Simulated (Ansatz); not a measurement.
Data:

Ta2Be:
```
Ta2Be
1.0
   -3.00713     3.00713     2.44614
    3.00713    -3.00713     2.44614
    3.00713     3.00713    -2.44614
Ta Be
4 2
Cartesian
  0.96380   2.04332   2.44614
  2.04332   0.96380   0.00000
  0.96380   3.97093   0.00000
  2.04332  -0.96380   2.44614
  0.00000   0.00000   1.22307
  0.00000   0.00000   3.66921
```

This is the r²SCAN-relaxed structure.

**Question.** All from DFT-r²SCAN in the program Ansatz with PAW potentials, unless another level is named. Estimate the density of states at the Fermi level.

**Answer.** 0.59 states/eV per atom (mean over ±0.08 eV).

**Question.** Next, the formation energy from the elements (no fitted shifts)?

**Answer.** -0.19 eV/atom.

Space group I4/mcm. The workflow started from a Materials Project entry (that database holds measured and hypothetical structures alike); the Crystallography Open Database copy checked does not list it. Its standing as an ambient phase is unchecked. Symmetry was held in the r²SCAN relaxation; whether a distortion lowers the energy is not shown. The run is not spin-polarised. The references are the lowest solids computed at this level, not always the standard phases. Spin–orbit coupling is left out wherever it is not named.

Potentials: the later of the program's two PAW sets.
